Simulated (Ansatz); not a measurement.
# Data sheet: YTaN3 (DFT)

YTaN₃:
Space group Pm-3m (No. 221); a = 4.030 Å, b = 4.030 Å, c = 4.030 Å, α = 90.00°, β = 90.00°, γ = 90.00°

```json
[
 {"atom": "Y", "site": "1a", "symmetry": "m-3m", "x": "0.0000", "y": "0.0000", "z": "0.0000"},
 {"atom": "Ta", "site": "1b", "symmetry": "m-3m", "x": "0.5000", "y": "0.5000", "z": "0.5000"},
 {"atom": "N", "site": "3c", "symmetry": "4/mm.m", "x": "0.0000", "y": "0.5000", "z": "0.5000"}
]
```

Space group Pm-3m (No. 221), cubic perovskite; conventional cell a = 4.030 Å, b = 4.030 Å, c = 4.030 Å, α = 90.00°, β = 90.00°, γ = 90.00°.

Method: the program Ansatz at the r²SCAN level (PAW). The cell and atoms are relaxed at this level. Other levels are named where they apply.

**Cell and energy**

```json
{
 "volume_per_atom": "13.09 Å³",
 "density": "7.91 g/cm³",
 "Formation energy from the elements (no fitted shifts)": "-1.05 eV/atom"
}
```

**Electronic structure**

```json
{
  "electronic_character": "metallic (no gap)",
  "Density of states at the Fermi level": "0.46 states/eV per atom (mean over ±0.08 eV)",
  "Gap with spin–orbit coupling": "none (metallic)"
}
```

**Mechanics**

```json
{
  "Bulk modulus (Birch–Murnaghan fit)": "220 GPa",
  "Pressure derivative B′": "3.7",
  "Elastic constants (relaxed ions, GPa)": "C11 = 470, C12 = 99.9, C44 = 65.6",
  "mechanical_stability": "stable (all eigenvalues of C positive)",
  "hill_bulk_and_shear_moduli": "223 and 101 GPa",
  "Young's modulus": "263 GPa",
  "Poisson's ratio": "0.30",
  "debye_temperature_from_the_elastic_constants": "504 K"
}
```

**Charges**

```json
{
 "bader_charges": "Y +2.16, Ta +2.71, N -1.62 e"
}
```

The start of the workflow was typed in or built on a structure type; neither database checked (COD, Materials Project) lists it. Its standing as an ambient phase is unchecked. The cell was relaxed with r²SCAN under the symmetry of its start; its stability against distortions is not shown here. The run is not spin-polarised. With an odd number of electrons in the cell and no spin polarisation, the count alone makes it a metal. As this level gives no gap, shear constants depend on the k-mesh and smearing (Fermi–Dirac, 0.1 eV here). The references are the lowest solids computed at this level, not always the standard phases (solids in place of the gases). Scalar-relativistic: spin–orbit coupling is off unless named, which matters more the heavier the elements.

Potentials: the later of the program's two PAW sets.
